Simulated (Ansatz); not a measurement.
Relaxed MoS2 (space group P6_3/mmc):

```
CELL_PARAMETERS angstrom
      6.25541     0.00000     0.00000
     -1.56385     2.70867     0.00000
      0.00000     0.00000    12.19912
ATOMIC_POSITIONS crystal
  Mo 0.00000 0.00000 0.25000
  Mo 0.50000 0.00000 0.25000
  Mo 0.00000 0.00000 0.75000
  Mo 0.50000 0.00000 0.75000
  S  0.16667 0.66667 0.37714
  S  0.66667 0.66667 0.37714
  S  0.33333 0.33333 0.62286
  S  0.83333 0.33333 0.62286
  S  0.33333 0.33333 0.87714
  S  0.83333 0.33333 0.87714
  S  0.16667 0.66667 0.12286
  S  0.66667 0.66667 0.12286
```

A phonon eigenvector at M = (0.5, 0.0, 0.0) is frozen into this cell: atom i moves by Q times the vector below, so Q is the largest atomic displacement, in Å. The cell is held. (q is in reciprocal vectors of the primitive cell; the cell shown is doubled to hold the pattern.)

```json
[
 {"atom": "Mo1", "x": "-0.463", "y": "0.801", "z": "0.000"},
 {"atom": "Mo2", "x": "0.463", "y": "-0.801", "z": "0.000"},
 {"atom": "Mo3", "x": "0.463", "y": "-0.801", "z": "0.000"},
 {"atom": "Mo4", "x": "-0.463", "y": "0.801", "z": "0.000"},
 {"atom": "S5", "x": "-0.500", "y": "0.866", "z": "0.000"},
 {"atom": "S6", "x": "0.500", "y": "-0.866", "z": "0.000"},
 {"atom": "S7", "x": "-0.500", "y": "0.866", "z": "0.000"},
 {"atom": "S8", "x": "0.500", "y": "-0.866", "z": "0.000"},
 {"atom": "S9", "x": "-0.500", "y": "0.866", "z": "0.000"},
 {"atom": "S10", "x": "0.500", "y": "-0.866", "z": "0.000"},
 {"atom": "S11", "x": "-0.500", "y": "0.866", "z": "0.000"},
 {"atom": "S12", "x": "0.500", "y": "-0.866", "z": "0.000"}
]
```

All values below come from LDA (plane waves to 420 eV, PAW, scalar-relativistic; Ansatz, a quantum-chemistry and plane-wave program). k mesh 6×12×3 (Γ-centred), Fermi-Dirac smearing 0.05 eV. E stands for the smeared free energy. MoS2 is run without spin polarisation. MoS2 was relaxed with its symmetry unable to fall. The zero of ΔE is the undisplaced structure.

```tsv
Q (Å)	ΔE (meV/cell)
-0.2800	withheld
-0.2333	1374
-0.1867	894
-0.1400	509
-0.0933	228
-0.0467	57
0.0000	0
0.0467	57
0.0933	228
0.1400	509
0.1867	894
0.2333	1374
0.2800	withheld
```

**Question.** Fit an even polynomial form (powers 2, 4) to the given rows and predict ΔE at Q = -0.2800.

**Answer.** Least squares on the 11 given rows: ΔE = (26370)·Q² + (-20690)·Q⁴, in meV/cell with Q in Å; root-mean-square residual 0.2 meV/cell. At -0.2800 the fit gives 1940 meV/cell; the calculation gives 1932 meV/cell, so the extrapolation is off by 8 (+0.4 %). The quadratic term alone would give 2067 meV/cell.

(For displaced atoms, the force is minus the slope of the energy, and its curvature is a force constant, which sets phonon frequencies.)
